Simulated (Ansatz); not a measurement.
## Relaxing an invented TbYAl4 structure

All numbers below come from DFT PBE, scalar-relativistic, plane waves, PAW, and for the lanthanide a 4f-in-core norm-conserving potential (Ansatz). Cutoff 690 eV, Gaussian smearing, Γ-centred meshes. Cell and atoms relax first on a coarse mesh and then on a finer one. In between, the cell is made exact in the group found at 0.06 Å. In metals the finer mesh still leaves noise of several meV/atom or more. The steps can't lower the symmetry of their start. No spin polarisation.

A trial structure of TbYAl4 was built thus: random cell by space group and Wyckoff sites (F-43m, No. 216). Its size is a rough estimate.

Space group F-43m (No. 216). a = 8.029 Å, b = 8.029 Å, c = 8.029 Å, α = 90.00°, β = 90.00°, γ = 90.00°
| atom | site | symmetry | x | y | z |
| --- | --- | --- | --- | --- | --- |
| Tb | 4b | -43m | 0.5000 | 0.0000 | 0.0000 |
| Y | 4c | -43m | 0.2500 | 0.2500 | 0.2500 |
| Al | 16e | .3m | 0.1262 | 0.3738 | 0.6262 |

Formation energies are uncorrected and refer to the elements' standard structures at the same level.

Q: What does it relax into?

A: The symmetry stays F-43m (No. 216). The volume per atom shrinks by 5.4 %, from 21.6 to 20.4 Å³. The shortest distance goes from 2.81 Å (Al–Al) to 2.79 Å (Al–Al). The end is written in a standard setting, so origin, axes and order of atoms can differ from the start's. Conventional cell: a = 7.880 Å. Tb is surrounded by 12 Al at 3.27 Å and 4 Y at 3.41 Å; Y is surrounded by 12 Al at 3.27 Å and 4 Tb at 3.41 Å; Al has 6 Al at 2.79 Å, 3 Tb at 3.27 Å and 3 Y at 3.27 Å.

```cif
data_structure
_symmetry_space_group_name_H-M 'P 1'
_symmetry_Int_Tables_number 1
_cell_length_a 5.5722
_cell_length_b 5.5722
_cell_length_c 5.5722
_cell_angle_alpha 60.000
_cell_angle_beta 60.000
_cell_angle_gamma 60.000
_cell_volume 122.34
loop_
_atom_site_label
_atom_site_type_symbol
_atom_site_fract_x
_atom_site_fract_y
_atom_site_fract_z
_atom_site_occupancy
Tb1 Tb 0.50000 0.50000 0.50000 1
Y1 Y 0.75000 0.75000 0.75000 1
Al1 Al 0.62487 0.12504 0.12504 1
Al2 Al 0.12504 0.62487 0.12504 1
Al3 Al 0.12504 0.12504 0.62487 1
Al4 Al 0.12504 0.12504 0.12504 1
```

Q: Give its energy and gap.

A:

- Energy over the elements: −0.52 eV/atom
- Gap on the 8×8×8 mesh of the 6-atom cell: 0 eV (a metal)

A negative formation energy is needed for stability but isn't enough: competing phases decide.

The last run used Gaussian smearing of 0.10 eV. Symmetry constrained the relaxation, so the result can be a saddle point. In all, the 3 runs took 91 s on 1 thread of Arm Neoverse V1, on a shared host.

The lanthanide is trivalent by construction, without f bands, f moments or other valences. The reference runs of the other elements, and any phases without the lanthanide, used 420 eV, which shifts energies against them by under 10 meV/atom. The lanthanide's reference is the lowest of its hcp, dhcp and fcc cells.
